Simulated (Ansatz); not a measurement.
## BN, first-principles data

BN:
```yaml
crystal:
  lattice:
    - [2.54948, 0.00000, 0.00000]
    - [-1.27474, 2.20791, 0.00000]
    - [0.00000, 0.00000, 12.54350]
  atoms:
    - { symbol: B, position: [0.00000, 0.00000, 0.00007] }
    - { symbol: B, position: [0.00000, 0.00000, 0.50007] }
    - { symbol: B, position: [0.66667, 0.33333, 0.83267] }
    - { symbol: B, position: [0.33333, 0.66667, 0.33267] }
    - { symbol: B, position: [0.66667, 0.33333, 0.16656] }
    - { symbol: B, position: [0.33333, 0.66667, 0.66656] }
    - { symbol: N, position: [0.00000, 0.00000, 0.87440] }
    - { symbol: N, position: [0.00000, 0.00000, 0.37440] }
    - { symbol: N, position: [0.66667, 0.33333, 0.70808] }
    - { symbol: N, position: [0.33333, 0.66667, 0.20808] }
    - { symbol: N, position: [0.66667, 0.33333, 0.04192] }
    - { symbol: N, position: [0.33333, 0.66667, 0.54192] }
```

Space group P6_3mc (No. 186); conventional cell a = 2.5495 Å, b = 2.5495 Å, c = 12.5435 Å, α = 90.00°, β = 90.00°, γ = 120.00°.

Method: the program Ansatz at the r²SCAN level (PAW). The cell and atoms are relaxed at this level. Other levels are named where they apply.

**Cell and energy**

Volume per atom: 5.88 Å³
Density: 3.50 g/cm³
Formation energy from the elements (no fitted shifts): -126 kJ/mol-atom

**Electronic structure**

- Band gap: 5.75 eV (indirect)
- Valence-band maximum: at Γ
- Conduction-band minimum: at M (3 equivalent valleys)
- Smallest direct gap on the standard path: 7.83 eV
- Electron effective mass: 0.33, 0.88, 1.8 mₑ (principal values)
- Hole effective mass, band 1 of 2 at the edge: 1.5 along x, 1.2 along z (mₑ)
- Hole effective mass, band 2 of 2 at the edge: 0.34 along x, 1.2 along z (mₑ)
- HSE06 gap on the r²SCAN cell: 6.56 eV

**Mechanics**

- Bulk modulus (Birch–Murnaghan fit) = 392 GPa
- Pressure derivative B′ = 3.6
- Elastic constants (relaxed ions, GPa) = C11 = 963, C12 = 139, C13 = 73.1, C33 = 1030, C44 = 364
- Mechanical stability = stable (all eigenvalues of C positive)
- Hill bulk and shear moduli = 392 and 404 GPa
- Young's modulus = 902 GPa
- Poisson's ratio = 0.12
- Debye temperature from the elastic constants = 1940 K
- Piezoelectric stress constants (proper, relaxed ions, C/m²) = e15 = e24 = -0.50, e31 = e32 = -0.52, e33 = 1.15

**Dielectric response**

* **Electronic dielectric constant ε∞ (DFPT)**: 4.44 (xx = yy), 4.51 (zz)
* **Static dielectric constant ε0 (ions relaxed, cell fixed)**: 6.84 (xx = yy), 7.04 (zz)
* **Born charges (a third of the trace)**: B +1.94 to +1.99, N -1.98 to -1.96 e
* **Largest static χ(2) component**: 6.1 pm/V

**Phonons**

- Highest zone-centre frequency (without LO–TO term): 1286 cm⁻¹
- Zone-centre stability: no imaginary mode at Γ
- Dynamical stability on the path: stable (no imaginary branch)
- Zero-point energy: 159.2 meV/atom
- Vibrational entropy at 300 K: 3.3 J/(K·mol of atoms)

**Charges**

- Bader charges: B +2.25 to +2.26, N -2.26 to -2.25 e

The cell is a constructed one: a structure type filled with these elements. Its sites differ from those of the usual phase in this space group: another stacking or structure type. Symmetry was held in the r²SCAN relaxation. Signs of piezoelectric constants follow the polarity of the cell as given. The references are the lowest solids computed at this level, not always the standard phases (solids in place of the gases).

Potentials: the later of the program's two PAW sets.
